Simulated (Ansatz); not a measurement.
Here is the system:

CdSiP2:
```
CELL_PARAMETERS angstrom
     -2.79322     2.79322     5.22982
      2.79322    -2.79322     5.22982
      2.79322     2.79322    -5.22982
ATOMIC_POSITIONS crystal
  Cd 0.75000 0.25000 0.50000
  Cd 0.00000 0.00000 0.00000
  Si 0.25000 0.75000 0.50000
  Si 0.50000 0.50000 0.00000
  P  0.16594 0.12500 0.54094
  P  0.58406 0.62500 0.45906
  P  0.37500 0.83406 0.95906
  P  0.87500 0.41594 0.04094
```

This is the LDA-relaxed structure.

All from LDA (plane waves, PAW; program Ansatz), unless another level is named. Estimate the highest zone-centre frequency (without LO–TO term).

14.46 THz.

Predict the Hill bulk and shear moduli.

88.0 and 42.8 GPa.

Space group I-42d (chalcopyrite). Symmetry was held in the LDA relaxation.

Potentials: the later of the program's two PAW sets.
